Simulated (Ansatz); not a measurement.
**NiS: from the end of a run back to its start**

We look at NiS: a measured crystal structure (space group P6_3/mmc, primitive cell doubled), with 8 atoms per cell. Source: COD entry 1538624; the sample's temperature and pressure aren't taken into account, and it need not be the stable phase.

```yaml
crystal:
  lattice:
    - [-3.43000, 0.00000, -5.34000]
    - [1.71500, -2.97047, 0.00000]
    - [-3.43000, 0.00000, 5.34000]
  atoms:
    - { symbol: S, position: [0.70833, 0.33333, 0.95833] }
    - { symbol: S, position: [0.20833, 0.33333, 0.45833] }
    - { symbol: S, position: [0.79167, 0.66667, 0.54167] }
    - { symbol: S, position: [0.29167, 0.66667, 0.04167] }
    - { symbol: Ni, position: [0.00000, 0.00000, 0.00000] }
    - { symbol: Ni, position: [0.50000, 0.00000, 0.50000] }
    - { symbol: Ni, position: [0.75000, 0.00000, 0.25000] }
    - { symbol: Ni, position: [0.25000, 0.00000, 0.75000] }
```

Site labels below count the atoms in this order, from 1.

All numbers below come from Ansatz development build ahead of 0.2.0, DFT, r2SCAN, PAW, plane waves, scalar-relativistic.

- Plane-wave cutoff: 500 eV
- k-point mesh: 3×6×3 (Γ-centred)
- Occupations: Fermi–Dirac smearing, 0.1 eV
- Valence electrons: 96

Moments by site are taken inside atomic spheres; the rest lies between them.

Gaps of semilocal functionals run low against measured ones.

The mesh has less symmetry than the lattice, which lowers the symmetry of the run.

In a plain SCF nothing is tried after convergence.

One run gave this history:

| iteration | Harris–Foulkes energy + 27007 (eV) | largest residual (eV) | M (μB) | absolute moment (μB) |
| --- | --- | --- | --- | --- |
| 1 | 0.5199 | 1.67e+01 | -1.48 | 3.26 |
| 2 | 1.2895 | 4.36e+00 | -2.61 | 5.07 |
| 3 | 1.5684 | 8.08e-01 | -2.39 | 4.94 |
| 4 | 1.3756 | 3.85e-01 | -2.52 | 5.08 |
| 5 | 0.3745 | 2.88e-01 | -2.50 | 5.07 |
| 6 | -0.4421 | 1.06e-01 | -2.56 | 5.06 |
| 7 | -0.6376 | 4.47e-02 | -2.63 | 5.06 |
| 9 | -0.6779 | 2.66e-03 | -2.65 | 5.09 |
| 11 | -0.6861 | 4.86e-04 | -2.68 | 5.16 |
| 12 | -0.6865 | 7.07e-05 | -2.69 | 5.17 |
| 14 | -0.6871 | 2.93e-05 | -2.70 | 5.18 |
| 16 | -0.6872 | 1.53e-05 | -2.72 | 5.20 |
| 17 | -0.6873 | 3.51e-06 | -2.74 | 5.21 |
| 19 | -0.6873 | 1.45e-06 | -2.75 | 5.22 |
| 20 | -0.6873 | 1.02e-07 | -2.74 | 5.22 |
| 22 | -0.6873 | 1.99e-08 | -2.75 | 5.22 |

It ended ferrimagnetic, site moments S1 -0.08, S2 -0.14, S3 -0.14, S4 -0.08, Ni5 1.09, Ni6 -1.03, Ni7 -1.12, Ni8 -1.12 μB, total -2.74 μB per cell, no gap on the k-mesh.

Problem. These set-ups ended in different states. Which one gave the run above?
A. opposed moments +-+-, plain SCF [Ni5 2.00, Ni6 -2.00, Ni7 2.00, Ni8 -2.00 μB]
B. spin on, no moments given (the program may seed its own), plain SCF
C. opposed moments +---, plain SCF [Ni5 2.00, Ni6 -2.00, Ni7 -2.00, Ni8 -2.00 μB]
D. a moment on one site alone, plain SCF [Ni8 2.00 μB]

Solution. C. The others ended as follows, with energies against this run: “opposed moments +-+-, plain SCF” antiferromagnetic, -2.2 meV/atom; “spin on, no moments given (the program may seed its own), plain SCF” ferromagnetic, +49.4 meV/atom; “a moment on one site alone, plain SCF” antiferromagnetic, -73.0 meV/atom.
